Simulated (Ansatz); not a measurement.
**InSb₃ at several levels of theory**

One geometry, relaxed with PBE+D3(BJ), and single points on it; plane waves with PAW potentials in Ansatz, scalar-relativistic unless the row names spin-orbit coupling. No spin polarisation. Meshes are on the primitive cell of 4 atoms. Gaps are the least over mesh and band path; pressure is positive in compression. Smearing is Gaussian, 0.10 eV. Rows that don't name D3 lack it, which shows in their pressure.

```
In Sb
1.0
     0.00000    3.72792    3.72792
     3.72792    0.00000    3.72792
     3.72792    3.72792    0.00000
In Sb
1 3
Direct
  0.00000 0.00000 0.00000
  0.25000 0.25000 0.25000
  0.75000 0.75000 0.75000
  0.50000 0.50000 0.50000
```

```csv
level,cutoff (eV),k mesh,gap (eV),pressure (GPa),rough cost with bands (core-min)
PBE+D3(BJ),420,10×10×10,0,0.0,1
r2SCAN,500,10×10×10,0,2.1,1.5
PBE+D3(BJ) with spin-orbit coupling,420,10×10×10,0,0.1,2.8
PBEsol,420,10×10×10,0,-0.2,1
```

Spin-orbit coupling is left out except in a row that names it, which matters for the bands of heavy elements.